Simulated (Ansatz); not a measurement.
The elements of this relaxed trial crystal are hidden behind letters.

```
lattice vectors (Å)
   3.9295    0.0000    0.0000
   0.0000    3.9295    0.0000
   0.0000    0.0000    6.9255
fractional positions
X 0.5000 0.5000 0.6149
Z 0.0000 0.5000 0.2309
Z 0.5000 0.0000 0.2309
Z 0.0000 0.0000 0.9471
Q 0.0000 0.5000 0.5048
Q 0.5000 0.0000 0.5048
```

Theory: Ansatz, DFT PBE, scalar-relativistic, plane waves, PAW. Cutoff 420 eV, Γ-centred 10×10×6 mesh (6-atom cell), Gaussian smearing of 0.10 eV, no spin polarisation.

```
Space group                                : P4mm (No. 99)
Conventional cell                          : a = 3.930 Å, c = 6.925 Å
Volume per atom                            : 17.82 Å³
Density                                    : 4.38 g/cm³
Energy over the elements                   : +0.10 eV/atom
Gap on the 10×10×6 mesh of the 6-atom cell : 0 eV (a metal)
```

Energies are uncorrected and count from the elements' standard states at the same level.

Question: X is a d-block element of period 4, Z is a p-block element of period 4 and Q is a p-block element of period 2. Which elements are they?

Answer: X = Sc, Z = Ga, Q = N, so the formula is ScGa3N2. Density times volume gives a mean mass of 4.38 × 17.82/1.6605 = 47.0 u per atom, and this set has 47.0 u. Sc is surrounded by 4 N at 2.11 Å; Ga on a site of symmetry 2mm has 1 N at 1.90 Å and 6 Ga at 2.78 Å; N is surrounded by 1 Ga at 1.90 Å and 2 Sc at 2.11 Å; 1 more site not described. Other sets within the hints have nearly the same mass, so mass alone doesn't settle it; this one was computed.

Symmetry constrained the relaxation, so the result can be a saddle point. Another cell of ScGa3N2 relaxed alike, in P-4m2, lies 0.45 eV/atom lower, so this cell isn't the stable form at this level.
